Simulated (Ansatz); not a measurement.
How much do the gradients of MoS2 depend on the method?

Cell: a Materials Project structure (computed, not necessarily an observed phase) whose atoms were relaxed with PBE, the cell held.

Space group P6_3/mmc (No. 194); a = 3.1854, c = 13.1784 Å, γ = 120.00°.

| site | Wyckoff | site symmetry | x | y | z |
| --- | --- | --- | --- | --- | --- |
| Mo | 2b | -6m2 | 0.0000 | 0.0000 | 0.2500 |
| S | 4f | 3m. | 0.3333 | 0.6667 | 0.3684 |

One atom of each set is listed.

First run. Level of theory: DFT, PBE, plane waves and PAW, scalar-relativistic, collinear spin, 420 eV cutoff, Γ-centred 11×11×3 k-points, Fermi–Dirac smearing 0.02 eV (Ansatz 0.2.0). Start moments as typed (μB): 2 on each Mo, none on the rest.

```json
{"site": "Mo", "V_zz (10²¹ V/m²)": "-7.65", "η": "0.00"}
{"site": "S", "V_zz (10²¹ V/m²)": "-5.59", "η": "0.00"}
```

Second run. The same atoms and settings, except that the functional is LDA.

(1) What does the second run give?

Results:

(1) 

```tsv
site	V_zz	η	change of V_zz
Mo	-7.75	0.00	-0.10
S	-5.62	0.00	-0.03
```

The largest change of V_zz is on Mo, from -7.65 to -7.75. In per cent, |V_zz| changes by +1 on Mo, +1 on S (all sites that start above 0.5).

The start moments die out, and the run ends without spin.
For the first run: Without spin–orbit coupling (the program notes it for Mo) the gradients are little affected as a rule: paired runs on crystals with a gap mostly move them by under 2 % at such atoms.
For the second run: At this cell the LDA pressure is -6 GPa, so with LDA the cell would shrink if it were relaxed. The largest force is 0.5 eV/Å, so the atoms aren't at the calculated equilibrium and relaxing them would move these values. Without spin–orbit coupling (the program notes it for Mo) the gradients can shift somewhat, as the gap is small.
